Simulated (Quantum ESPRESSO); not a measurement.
# AlGa2InAs4: a curve over strain

A calculation, not a measurement. The program is pw.x of Quantum ESPRESSO 7.5 (plane-wave density functional theory). The cell is made up: 8 atoms on a zincblende/diamond lattice, with randomly drawn elements, strain and displacements, not relaxed. PseudoDojo standard norm-conserving files (v0.5 for PBE, v0.4.1 for LDA and PBEsol) set the functional; there is no spin polarisation, spin-orbit coupling or dispersion term, and the masses in the input are unused placeholders.

Seven runs add a strain to one cell (shear xy, as the tensor component); the atoms follow the cell and are not relaxed. Stress in the table is positive in tension.

Input of the run at +0.0077:

```
&control calculation='scf', pseudo_dir='./dojo.nc.sr.pbe.v0_5.standard.upf', outdir='./o', disk_io='low', tprnfor=.true., tstress=.true. /
&system ibrav=0, nat=8, ntyp=4, nbnd=61, ecutwfc=84.00895049, nosym=.true., tot_charge=0,
 occupations='smearing', smearing='fd', degauss=0.0073498644
/
&electrons conv_thr=7.350e-09, electron_maxstep=60, /
ATOMIC_SPECIES
Al 1.0 Al.upf
As 1.0 As.upf
Ga 1.0 Ga.upf
In 1.0 In.upf
CELL_PARAMETERS angstrom
5.7596 0.0552 -0.0113
0.0563 5.8997 -0.0316
-0.0115 -0.0317 5.8319
ATOMIC_POSITIONS angstrom
Al -0.1081 -0.0133 -0.0203
Ga 0.0621 2.902 2.8349
Ga 2.8289 0.0261 2.7861
In 2.9663 3.0347 -0.0744
As 1.4011 1.5427 1.391
As 1.5024 4.2499 4.3553
As 4.3749 1.7312 4.4445
As 4.3023 4.3645 1.415
K_POINTS automatic
6 6 6 1 1 1
```

```
added strain  free energy less that of the input shown (eV)  stress xx (GPa)  stress yy (GPa)  stress zz (GPa)  stress xy (GPa)  pressure (GPa)  iterations
     -0.0213                                        -0.0938            -4.88            -2.09            -3.98            -0.63            3.65          10
     -0.0190                                        -0.0969            -4.88            -2.09            -3.99            -0.31            3.65          10
     +0.0077                                         0.0000            -5.29            -2.39            -4.31             3.30            4.00          10
     +0.0098                                         0.0180            -5.35            -2.44            -4.36             3.59            4.05          10
     +0.0129                                         0.0475            -5.44            -2.52            -4.43             4.01            4.13          10
     +0.0173                                         0.0952            -5.58            -2.65            -4.55             4.61            4.26          10
     +0.0212                                         0.1433            -5.72            -2.78            -4.66             5.15            4.39          10
```

A cubic fit gives a slope of stress xy against the added strain of 136 GPa at zero added strain, with the atoms clamped. Across the table the free energy follows the integral of the stress to within 0.2 meV. A rerun of one of the cells at 1437 eV and a 8 x 8 x 8 mesh moved values by no more than 0.004 eV in energy, 0.02 GPa in stress and 0.002 eV/Å in force.